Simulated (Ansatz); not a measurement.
Relaxed-ion elastic tensor of TiC (rock salt, Fm-3m) in GPa (Voigt order), PBEsol in the plane-wave PAW code Ansatz; density 5.03 g/cm³, 9.89 Å³ per atom.

```
555  123  123  0.0  0.0  0.0
123  555  123  0.0  0.0  0.0
123  123  555  0.0  0.0  0.0
0.0  0.0  0.0  173  0.0  0.0
0.0  0.0  0.0  0.0  173  0.0
0.0  0.0  0.0  0.0  0.0  173
```

Is the crystal mechanically stable?

Yes: the smallest eigenvalue of C is 173 GPa.

Work out the Voigt, Reuss and Hill averages.

K_V = 267, K_R = 267, K_H = 267; G_V = 190, G_R = 188, G_H = 189 GPa.

Give Young's modulus, Poisson's ratio, Pugh's ratio and the universal anisotropy index.

E = 9KG/(3K + G) = 459 GPa; ν = 0.21; K/G = 1.41 (brittle by the Pugh limit of 1.75); A_U = 5G_V/G_R + K_V/K_R − 6 = 0.06.

Estimate the sound speeds and the Debye temperature.

v_l = √((K + 4G/3)/ρ) = 10200 m/s, v_t = √(G/ρ) = 6130 m/s, mean 6780 m/s; Θ = (h/k)(3n/4πV)^(1/3) v_m = 941 K.

Give the Zener ratio and Young's modulus along [100], [110] and [111].

A = 2C44/(C11 − C12) = 0.80; 1/E = S11 − 2(S11 − S12 − S44/2)Γ with Γ = 0, 1/4, 1/3 gives 510, 445, 427 GPa.

Solve the Christoffel equation for the three sound speeds along [100], [110], [111].

Eigenvalues of C_ijkl n_j n_l equal ρv². In km/s, slowest first: [100] 5.87, 5.87, 10.51; [110] 5.87, 6.55, 10.10; [111] 6.33, 6.33, 9.96.

Symmetry was held in the PBEsol relaxation; of distortions, only those at the zone centre were tested. The run is not spin-polarised. As this level gives no gap, shear constants depend on the k-mesh and smearing (Fermi–Dirac, 0.1 eV here).

Potentials: the later of the program's two PAW sets.
